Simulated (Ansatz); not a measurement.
InP:
```
InP
1.0
    0.00000     2.93912     2.93912
    2.93912     0.00000     2.93912
    2.93912     2.93912     0.00000
P In
1 1
Cartesian
  4.40867   4.40867   4.40867
  0.00000   0.00000   0.00000
```

Relaxed with PBEsol. Special points in fractions of this cell's reciprocal vectors: Γ (0.000, 0.000, 0.000); X (0.500, 0.000, 0.500); U (0.625, 0.250, 0.625); K (0.375, 0.375, 0.750); L (0.500, 0.500, 0.500); W (0.500, 0.250, 0.750).

Question: List the band energies nearest the valence-band maximum at these points for PBEsol in the plane-wave PAW code Ansatz.

Answer: In eV from the valence-band maximum; about four levels below and three above (degenerate sets whole), none deeper than 8.9 eV; points with the same levels are listed once.

```
k              below                above
-  -----------------  -------------------
Γ     0.00 0.00 0.00  0.57 4.01 4.01 4.01
X  -5.77 -2.32 -2.32       1.65 2.17 9.03
U  -5.63 -3.32 -1.94       2.25 4.30 7.40
L  -5.75 -0.97 -0.97       1.38 4.73 4.73
W  -5.62 -2.96 -2.92       4.19 4.30 5.45
```

Space group F-43m (zinc blende). The cell was relaxed with PBEsol under the symmetry of its start. Spin–orbit coupling is left out wherever it is not named.

Potentials: the later of the program's two PAW sets.
